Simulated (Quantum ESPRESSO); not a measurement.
# Strain and stress in Si3Ge3C2

The results below are calculated, not measured. They come from pw.x of Quantum ESPRESSO 7.5, a plane-wave density functional program, with PseudoDojo standard norm-conserving files (v0.5 for PBE, v0.4.1 for LDA and PBEsol). The cells are made up: elements, strain and atom displacements were drawn at random, and nothing was relaxed. There is no spin polarisation, spin-orbit coupling or dispersion term.

The cell has 8 sites of a zincblende or diamond lattice. Sites 1 to 4 hold Si Ge Si Ge; sites 5 to 8 hold Ge Si C C. Cell vectors in Å: (5.723, -0.003, 0.000); (-0.003, 5.723, 0.000); (0.000, 0.000, 5.723). Settings: PBE, cutoff 1116 eV, 6 x 6 x 6 k mesh shifted by half a step, Fermi-Dirac smearing of 0.1 eV.

Each run adds a shear xy (given as the tensor component) to one cell, with the atoms carried along; the vectors above are those of run 4. Stress is positive in tension and P is minus a third of its trace. E is the free energy for each atom above the lowest run shown.

| run | strain (%) | s_xx (GPa) | s_yy (GPa) | s_zz (GPa) | s_xy (GPa) | P (GPa) | E (meV/atom) |
| --- | --- | --- | --- | --- | --- | --- | --- |
| 1 | -1.58 | 14.63 | 13.66 | 13.84 | -0.40 | -14.04 | 0.00 |
| 2 | -0.69 | 14.62 | 13.65 | 13.78 | 0.32 | -14.02 | 0.31 |
| 3 | -0.33 | 14.60 | 13.63 | 13.76 | 0.61 | -13.99 | 0.88 |
| 4 | -0.05 | 14.58 | 13.61 | 13.73 | 0.84 | -13.97 | 1.48 |
| 6 | 1.05 | 14.45 | 13.49 | 13.62 | 1.74 | -13.85 | 5.43 |
| 7 | 2.27 | 14.22 | 13.27 | 13.46 | 2.74 | -13.65 | 12.55 |
| 5 | 0.60 | ? | ? | ? | ? | ? | ? |

A rerun of one of these cells at 1347 eV and k mesh 8 x 8 x 8 moved values by no more than 0.004 eV in the cell's energy, 0.02 GPa in stress and 0.004 eV/Å in force.

## Worked fit

A parabola through the six runs shown gives s_xy = 0.88 + 0.81 e + 0.002 e² GPa, with e in per cent and a scatter of 0.01 GPa. The slope is a stiffness of 81 ± 1 GPa for each unit of this strain at e = 0, twice a shear constant under the stress shown, since the tensor component is half the shear angle. The atoms are clamped, and relaxing them would in general lower it. The error is the larger of the fit's own and the change that a cubic makes, rounded up.

## Withheld run

Question: what s_xy should run 5 give?

The fit gives 1.37 GPa. The calculation gave 1.37 GPa.

```
run  strain (%)  s_xx (GPa)  s_yy (GPa)  s_zz (GPa)  s_xy (GPa)  P (GPa)  E (meV/atom)
  5        0.60       14.51       13.55       13.67        1.37   -13.91          3.50
```